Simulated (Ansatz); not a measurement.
Input, command and steps of an Ansatz relaxation.

```yaml
crystal:
  lattice:
    - [2.9442603602, 0.0, 0.0]
    - [-1.4721301801, 2.5498042673, 0.0]
    - [0.0, 0.0, 10.1208676768]
  atoms:
    - { symbol: Re, position: [0.3333333333, 0.6666666667, 0.6085238092] }
    - { symbol: Re, position: [0.6666666667, 0.3333333333, 0.1085238092] }
    - { symbol: Re, position: [0.6666666667, 0.3333333333, 0.3914761908] }
    - { symbol: Re, position: [0.3333333333, 0.6666666667, 0.8914761908] }
    - { symbol: C, position: [0.3333333333, 0.6666666667, 0.25] }
    - { symbol: C, position: [0.6666666667, 0.3333333333, 0.75] }
basis:
  ecutwfc: 500
kpoints:
  mp_grid: { grid: [12, 12, 4] }
hamiltonian:
  xc: r2scan
scf:
  occupations: { method: gaussian, width: 0.1 }
output:
  forces: true
  stress: true
  eigenvalues: true
relax:
  adjacent_minimum: "off"
  f_tol: 0.01
  max_steps: 30
  cell: { stress_tol: 0.1, fix: [volume] }
```

```bash
ansatz run input.yaml --threads 2 --pin off --max-ram 5120MiB --backend cpu --events-out ev --progress --plain --runs-dir out
```

These are results of Ansatz, DFT r2SCAN, scalar-relativistic, plane waves, PAW, not measurements.

The volume is held at 1.1 times that of the relaxed cell.

Of 5 frames 4 are shown, positions in Å and forces in eV/Å; the SCF threshold varies from step to step. Steps run on the plane waves of an earlier cell, with a Pulay correction in the pressure. The basis is chosen afresh for the last frame, the zero of the energies, and at times for earlier ones too; energy and pressure can step there, also at an unchanged geometry. Where two frames share a geometry here, they differ by under 2 meV/atom and 0.3 GPa. The mark taken_back stands on steps that the optimiser undid.

```xyz
6
Lattice="2.9443 0.0000 0.0000 -1.4721 2.5498 0.0000 0.0000 0.0000 10.1209" Properties=species:S:1:pos:R:3:forces:R:3 pbc="T T T" step=1 free_energy_over_end_meV_per_atom=0.30 pressure_GPa=-32.59
Re    0.0000    1.6999    6.1588    0.0000    0.0000    0.1043
Re    1.4721    0.8499    1.0984    0.0000    0.0000    0.1043
Re    1.4721    0.8499    3.9621    0.0000    0.0000   -0.1043
Re    0.0000    1.6999    9.0225    0.0000    0.0000   -0.1043
C     0.0000    1.6999    2.5302    0.0000    0.0000    0.0000
C     1.4721    0.8499    7.5907    0.0000    0.0000    0.0000
6
Lattice="2.9585 0.0000 0.0000 -1.4792 2.5621 0.0000 0.0000 0.0000 10.0238" Properties=species:S:1:pos:R:3:forces:R:3 pbc="T T T" step=2 free_energy_over_end_meV_per_atom=1.75 pressure_GPa=-31.87 taken_back
Re    0.0000    1.7081    6.1025    0.0000    0.0000   -0.0868
Re    1.4792    0.8540    1.0907    0.0000    0.0000   -0.0868
Re    1.4792    0.8540    3.9212    0.0000    0.0000    0.0868
Re    0.0000    1.7081    8.9331    0.0000    0.0000    0.0868
C     0.0000    1.7081    2.5059    0.0000    0.0000    0.0000
C     1.4792    0.8540    7.5178    0.0000    0.0000    0.0000
6
Lattice="2.9481 0.0000 0.0000 -1.4740 2.5531 0.0000 0.0000 0.0000 10.0946" Properties=species:S:1:pos:R:3:forces:R:3 pbc="T T T" step=3 free_energy_over_end_meV_per_atom=0.00 pressure_GPa=-32.39
Re    0.0000    1.7021    6.1444    0.0000    0.0000    0.0203
Re    1.4740    0.8510    1.0971    0.0000    0.0000    0.0203
Re    1.4740    0.8510    3.9502    0.0000    0.0000   -0.0203
Re    0.0000    1.7021    8.9975    0.0000    0.0000   -0.0203
C     0.0000    1.7021    2.5236    0.0000    0.0000    0.0000
C     1.4740    0.8510    7.5709    0.0000    0.0000    0.0000
6
Lattice="2.9481 0.0000 0.0000 -1.4740 2.5531 0.0000 0.0000 0.0000 10.0949" Properties=species:S:1:pos:R:3:forces:R:3 pbc="T T T" step=5 free_energy_over_end_meV_per_atom=0.00 pressure_GPa=-32.39
Re    0.0000    1.7021    6.1449    0.0000    0.0000    0.0058
Re    1.4740    0.8510    1.0975    0.0000    0.0000    0.0058
Re    1.4740    0.8510    3.9499    0.0000    0.0000   -0.0058
Re    0.0000    1.7021    8.9974    0.0000    0.0000   -0.0058
C     0.0000    1.7021    2.5237    0.0000    0.0000    0.0000
C     1.4740    0.8510    7.5711    0.0000    0.0000    0.0000
```

It took 87 s on 2 threads of Intel(R) Xeon(R) Processor @ 2.50GHz (Skylake/Cascade Lake), with other jobs on the host, peak memory 0.69 GiB.

Spin–orbit coupling is left out, which can shift energies with elements as heavy as these.